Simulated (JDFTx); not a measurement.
System: ScAl3(110) (Pm-3m bulk; lattice of mp-2121, not re-optimised at this level), 1x1 cell of 14 atoms in 7 planes (Al outermost, slab composition Sc3Al11), area 23.63 Å² a face, 8.6 Å between the outermost planes in a cell 24.7 Å high; k mesh 6×4×1, Fermi width 0.01 Ha, no spin polarisation. Whether this polymorph is the ambient one wasn't checked. Neither spin polarisation nor a larger cell was tried.

Method: PBE, GBRV ultrasoft potentials, plane waves to 20/100 Ha, in a modified build of JDFTx. Liquid on both sides: linear PCM (GLSSA13), water, 1 M KCl; nuclei fixed. 

Charging data:

| U − U_pzc (V) | σ (μC/cm²) |
|---|---|
| -0.71 | -11.38 |
| -0.48 | -8.00 |
| -0.16 | -2.82 |
| 0.00 | 0.00 |
| 0.14 | 2.81 |
| 0.29 | 6.08 |
| 0.49 | 11.42 |

A calculation by hand: a check of Lippmann's equation. The grand free energy per area against the neutral slab, Δγ = [F(N) − F(N₀) − μ(N − N₀)]/2A, is taken from the total energies of the same runs.

```json
[
 {"U − U_pzc (V)": "-0.71", "Δγ (mJ/m²)": "-42.0"},
 {"U − U_pzc (V)": "-0.48", "Δγ (mJ/m²)": "-19.8"},
 {"U − U_pzc (V)": "-0.16", "Δγ (mJ/m²)": "-2.2"},
 {"U − U_pzc (V)": "0.00", "Δγ (mJ/m²)": "0.0"},
 {"U − U_pzc (V)": "0.14", "Δγ (mJ/m²)": "-2.0"},
 {"U − U_pzc (V)": "0.29", "Δγ (mJ/m²)": "-8.6"},
 {"U − U_pzc (V)": "0.49", "Δγ (mJ/m²)": "-25.8"}
]
```

Δγ is largest at zero charge and falls away from it, as dγ/dU = −σ demands. At -0.71 V the computed -42.0 mJ/m² stands beside -40.2 mJ/m² from the constant-capacitance formula.
